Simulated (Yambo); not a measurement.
Mg$_{3}$ZnO$_{4}$ (space group Pm-3m, No. 221), G0W0@PBEsol in Yambo with this input:

```
rim_cut
gw0
dyson
el_el_corr
HF_and_locXC
ppa
em1d
RandQpts= 1000000
RandGvec= 1 Ry
EXXRLvcs= 84 Ry
VXCRLvcs= 336 Ry
Chimod= "HARTREE"
% BndsRnXp
 8 | 167 |
%
NGsBlkXp= 8 Ry
% LongDrXp
 1.0 | 1.0 | 1.0 |
%
PPAPntXp= 27.2114 eV
% GbndRnge
 1 | 167 |
%
GTermKind= "BG"
DysSolver= "n"
ExtendOut
```

On a 4×4×4 mesh, with wavefunctions cut at 84 Ry, the gap (R → Γ) is 4.010 eV and the valence edge shifts by -1.069 eV.

Task: What happens with this change: 2 Ry block?

Result: The gap rises by 0.216 eV, to 4.226 eV; the shift of the valence edge becomes -1.346 eV. Neither run is shown to be the converged limit.

Geometry of the Materials Project entry, not relaxed at this level; primitive cell a = b = c = 4.280 Å, α = β = γ = 90.00°.

The structure is a Materials Project entry; no match was found in the copy of COD used, and its stability was not checked.

A shift is the quasiparticle energy of the state minus its PBEsol energy.
